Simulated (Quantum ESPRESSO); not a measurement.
# Computed records: MgAl₃As₃S (made-up cell)

Calculation on a made-up crystal cell, not a measurement: periodic Kohn-Sham density functional theory in plane waves with PseudoDojo standard norm-conserving scalar-relativistic pseudopotentials, each functional with its own files (v0.5 for PBE, v0.4.1 for LDA and PBEsol), no spin polarisation, no spin-orbit coupling, atoms not relaxed, stress positive in tension, energies less a fixed whole-eV offset for each atom's element; levels are Kohn-Sham levels at fractions of this cell's reciprocal vectors, counted from the reference band (half the neutral cell's valence electrons, rounded up) at Gamma; error bars cover cutoff and k-mesh only, not smearing or the files; added strain carries the atoms with the cell, and shear is the tensor component; each bar is the largest change over components, and at least 0.002 eV, 0.002 eV per angstrom or 0.02 GPa; energies are for the whole cell, and the offsets were chosen from early runs and are not element reference energies. Program: Quantum ESPRESSO 7.5.

MgAl₃As₃S (made-up cell)

Unstrained structure:
```
cell vectors (Å)
   5.6108    -0.0811    -0.0473
  -0.0811     5.6770    -0.0638
  -0.0473    -0.0638     5.5706
atoms (fractions of the cell vectors)
Al  0.00329 -0.00539  0.00393
Al -0.00519  0.49791  0.49022
Al  0.49008  0.00887  0.49548
Mg  0.49950  0.49611 -0.00112
As  0.25720  0.25734  0.25164
S   0.24405  0.75898  0.75144
As  0.75529  0.25101  0.74842
As  0.74455  0.75071  0.23956
```

Settings of this run: lattice type zincblende/diamond, functional pbe, cutoff 1143 eV, fermi dirac smearing 0.025 eV, scf tolerance 1e-07 eV, electrons removed 0, added strain kind biaxial xx and yy, added strain -0.0249, k mesh 4 x 4 x 4, shifted by half a step and structure shown before the added strain of -0.0249.

The calculation gives: free energy less offsets 4.421 eV; smearing term minus ts 0 eV; scf iterations 10; pressure 8.748 GPa; stress xx -9.076 GPa; stress yy -8.738 GPa; stress zz -8.43 GPa; stress yz -1.377 GPa; stress xz -0.3671 GPa; stress xy -2.819 GPa; reference band 35; error bar energy 0.005817 eV; error bar stress 0.02 GPa; error bar force 0.004397 eV/Å; error bar next band up 0.002 eV; error bars from tighter rerun of a related cell.

Atoms:
```
atoms element  atom site  atom energy offset (eV)
           Al          1                      -64
           Al          2                      -64
           Al          3                      -64
           Mg          4                    -1617
           As          5                    -2887
            S          6                     -302
           As          7                    -2887
           As          8                    -2887
```

Forces:
```
site  x (eV/Å)  y (eV/Å)  z (eV/Å)
   1    -0.273    0.4642   -0.3984
   2   -0.1842    0.3278   0.09062
   3    0.5104   -0.6226    0.1233
   4   -0.5446   0.06918    -1.336
   5   -0.7879   -0.5366    0.5274
   6  -0.06657   0.04192   -0.5736
   7    0.6215   -0.5705  0.003877
   8    0.7243    0.8266     1.562
```

Levels:
```
level k point  next band up (eV)
        Gamma             0.9906
(1/2,1/2,1/2)              1.547
   (0.15,0,0)              1.273
   (0,0.15,0)              1.283
   (0,0,0.15)              1.325
```
